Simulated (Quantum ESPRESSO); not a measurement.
## Band energies of Ba$_{3}$ZnN$_{2}$O

```
CELL_PARAMETERS angstrom
      4.14977     0.00000     0.00000
      0.00000     4.14977     0.00000
      0.00000     0.00000     9.29283
ATOMIC_POSITIONS crystal
  N  0.50000 0.50000 0.80054
  N  0.50000 0.50000 0.19946
  O  0.00000 0.00000 0.50000
  Zn 0.50000 0.50000 0.00000
  Ba 0.00000 0.00000 0.21788
  Ba 0.00000 0.00000 0.78212
  Ba 0.50000 0.50000 0.50000
```

norm-conserving PBEsol (Quantum ESPRESSO, 84 Ry, without SOC); path ΓXMΓZRAZ,XR,MA; energies in eV from the valence-band maximum.

| k (1/Å) | point | band 29 | band 30 | band 31 | band 32 | band 33 | band 34 | band 35 | band 36 |
|---|---|---|---|---|---|---|---|---|---|
| 0.00 | Γ | -1.23 | -0.69 | -0.69 | -0.10 | -0.10 | 0.75 | 0.95 | 2.04 |
| 0.19 |  | -1.26 | -1.05 | -0.85 | -0.41 | -0.27 | 1.06 | 1.21 | 2.34 |
| 0.38 |  | -1.70 | -1.33 | -1.20 | -0.97 | -0.64 | 1.39 | 1.95 | 2.68 |
| 0.76 | X | -2.37 | -1.65 | -1.63 | -1.37 | -1.09 | 1.38 | 2.80 | 3.34 |
| 0.95 |  | -2.23 | -1.53 | -1.42 | -1.36 | -0.95 | 1.39 | 2.55 | 2.96 |
| 1.32 |  | -1.30 | -1.25 | -1.14 | -0.40 | -0.32 | 1.40 | 1.52 | 1.82 |
| 1.51 | M | -1.22 | -1.14 | -1.14 | -0.18 | -0.18 | 1.40 | 1.40 | 1.65 |
| 1.87 |  | -1.66 | -1.29 | -1.10 | -0.96 | -0.26 | 1.58 | 1.65 | 1.97 |
| 2.05 |  | -1.87 | -1.30 | -1.22 | -1.04 | -0.29 | 1.53 | 1.98 | 2.34 |
| 2.23 |  | -1.63 | -1.30 | -0.99 | -0.93 | -0.26 | 1.37 | 1.79 | 2.51 |
| 2.58 | Γ | -1.23 | -0.69 | -0.69 | -0.10 | -0.10 | 0.75 | 0.95 | 2.04 |
| 2.58 | Z | -2.06 | -0.75 | -0.75 | 0.00 | 0.00 | 0.82 | 1.69 | 2.00 |
| 2.96 |  | -2.09 | -1.72 | -1.28 | -0.85 | -0.53 | 1.86 | 1.98 | 2.58 |
| 3.15 |  | -2.12 | -2.10 | -1.61 | -1.29 | -0.84 | 1.62 | 2.78 | 2.97 |
| 3.34 | R | -2.20 | -2.13 | -1.74 | -1.46 | -0.96 | 1.54 | 2.96 | 3.25 |
| 3.53 |  | -2.11 | -2.09 | -1.62 | -1.25 | -0.82 | 1.35 | 2.33 | 2.96 |
| 3.72 |  | -2.06 | -1.75 | -1.35 | -0.74 | -0.50 | 0.91 | 1.36 | 2.89 |
| 4.10 | A | -2.00 | -1.21 | -1.21 | -0.02 | -0.02 | 0.48 | 0.48 | 3.58 |
| 4.23 |  | -2.00 | -1.27 | -1.20 | -0.18 | -0.04 | 0.52 | 0.58 | 3.26 |
| 4.37 |  | -2.03 | -1.50 | -1.18 | -0.55 | -0.08 | 0.64 | 0.97 | 3.00 |
| 4.63 |  | -2.08 | -1.90 | -1.10 | -1.07 | -0.16 | 1.21 | 2.02 | 2.86 |
| 4.77 |  | -2.08 | -1.78 | -1.02 | -0.96 | -0.16 | 1.64 | 2.11 | 2.13 |
| 5.04 |  | -2.05 | -0.97 | -0.80 | -0.20 | -0.05 | 1.00 | 1.86 | 2.05 |
| 5.17 | Z | -2.06 | -0.75 | -0.75 | 0.00 | 0.00 | 0.82 | 1.69 | 2.00 |
| 5.17 | X | -2.37 | -1.65 | -1.63 | -1.37 | -1.09 | 1.38 | 2.80 | 3.34 |
| 5.34 |  | -2.22 | -1.73 | -1.70 | -1.55 | -1.02 | 1.47 | 2.91 | 3.27 |
| 5.51 | R | -2.20 | -2.13 | -1.74 | -1.46 | -0.96 | 1.54 | 2.96 | 3.25 |
| 5.51 | M | -1.22 | -1.14 | -1.14 | -0.18 | -0.18 | 1.40 | 1.40 | 1.65 |
| 5.85 | A | -2.00 | -1.21 | -1.21 | -0.02 | -0.02 | 0.48 | 0.48 | 3.58 |

The PBEsol gap is indirect, 0.48 eV, from Z to A; the smallest direct gap is 0.50 eV.

Geometry of the Materials Project entry, not relaxed at this level.

The structure is a Materials Project entry; no match was found in the copy of COD used, and its stability was not checked.
